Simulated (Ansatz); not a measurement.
Consider the following.

Y$_{3}$SiS$_{2}$:
Space group Immm (No. 71); a = 4.0069 Å, b = 5.6388 Å, c = 12.0089 Å, α = β = γ = 90.00°

```
atom  site  symmetry       x       y       z
----  ----  --------  ------  ------  ------
Y       4j       mm2  0.5000  0.0000  0.1643
Y       2d       mmm  0.0000  0.5000  0.0000
Si      2a       mmm  0.0000  0.0000  0.0000
S       4i       mm2  0.0000  0.0000  0.3327
```
(The calculation used a cell of 6 atoms; values per cell refer to that cell.)

This is the r²SCAN-relaxed structure.

**Question.** All from r²SCAN (plane waves, PAW; program Ansatz), unless another level is named. Estimate the electronic character.

**Answer.** metallic (no gap).

**Question.** Predict the density of states at the Fermi level.

**Answer.** 0.25 states/eV per atom (mean over ±0.08 eV).

**Question.** Predict the formation energy from the elements (no fitted shifts).

**Answer.** -1.90 eV/atom.

The workflow started from a Materials Project entry (that database holds measured and hypothetical structures alike); the Crystallography Open Database copy checked does not list it. Whether it is the stable phase at ambient conditions was not checked. The r²SCAN relaxation kept the symmetry of its start; its stability against distortions is not shown here. No spin polarisation was allowed. With an odd number of electrons in the cell and no spin polarisation, the count alone makes it a metal. The references are the lowest solids computed at this level, not always the standard phases. Scalar-relativistic: spin–orbit coupling is off unless named, which matters more the heavier the elements.

Potentials: the earlier of the program's two PAW sets.
